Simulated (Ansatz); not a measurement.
Starting cell, InSb (zinc blende):

```yaml
crystal:
  lattice:
    - [0.00000, 6.51915, 6.51915]
    - [3.25957, 0.00000, 3.25957]
    - [3.25957, 3.25957, 0.00000]
  atoms:
    - { symbol: Sb, position: [0.37500, 0.75000, 0.75000] }
    - { symbol: Sb, position: [0.87500, 0.75000, 0.75000] }
    - { symbol: In, position: [0.00000, 0.00000, 0.00000] }
    - { symbol: In, position: [0.50000, 0.00000, 0.00000] }
```

In each cell atom 3 (In, nearest neighbour Sb at 2.823 Å; its periodic images, 4.6 Å or more away, move with it) moves by s·(0.577, 0.577, 0.577) (along Cartesian [111]), the rest being held.

Method: PBEsol (plane waves to 420 eV, PAW, scalar-relativistic; Ansatz, a program for electronic structure). k mesh 5×10×10 (Γ-centred), Fermi-Dirac smearing 0.05 eV. Energies are smeared free energies. Left out: 1 of 11 points, with atoms too close for the PAW data. With partly filled bands, energies and forces of such displacements shift with the k mesh and the smearing. At this level the bands of InSb touch or barely overlap; measurements give the solid a gap. InSb was relaxed with its symmetry unable to fall. Spin-orbit coupling is left out, though Sb is heavy. The zero of ΔE is the undisplaced structure. The last digit holds for this mesh only.

```
s (Å)   ΔE (meV/cell)
------  -------------
-0.680         3165.3
-0.510       withheld
-0.340          532.2
-0.170          111.5
0.000             0.0
0.170            78.9
0.340           263.7
0.510           492.7
0.680           724.4
0.850           927.5
```

Problem. Fit a polynomial form (powers 2, 3, 4) to the given rows and predict ΔE at s = -0.510.

Solution. Least squares on the 9 given rows: ΔE = (3436)·s² + (-3894)·s³ + (1618)·s⁴, in meV/cell with s in Å; root-mean-square residual 14.88 meV/cell. At -0.510 the fit gives 1519.7 meV/cell; the calculation gives 1445.6 meV/cell, so the interpolation is off by 74.1 (+5.1 %). The quadratic term alone would give 893.7 meV/cell.

(For displaced atoms, the force is minus the slope of the energy, and its curvature is a force constant, which sets phonon frequencies.)
